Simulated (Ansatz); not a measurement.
TePd (Cmcm), relaxed with r²SCAN (Ansatz, a program for electronic structure, plane waves, PAW): a = 3.880 Å, b = 10.730 Å, c = 3.999 Å, α = 90.00°, β = 90.00°, γ = 90.00°.

```
Quantity              Result
--------------------  ------
ΔH_f (eV/atom)         -0.23
B₀ by P(V) fit (GPa)    89.1
```

Question: The same phase is relaxed and computed with PBEsol in the same code. What are the cell and these values now?

Answer: a = 3.7910 Å, b = 10.3981 Å, c = 4.0407 Å, α = 90.00°, β = 90.00°, γ = 90.00°.

* **ΔH_f (eV/atom)**: -0.29
* **B₀ by P(V) fit (GPa)**: 117

Typed or built starts, not in the databases checked: TePd, Cmcm (Te on 4c, Pd on 4c). All cells were relaxed under the symmetry of their starts (and spin orders); stability against distortions was not tested throughout. Rows with no word on spin ran without spin polarisation. Spin–orbit coupling is left out wherever it is not named.

Potentials: the later of the program's two PAW sets.

Ansatz is a plane-wave DFT program.

Formation energies count from the lowest solids of the elements computed at the same level, not from gases.
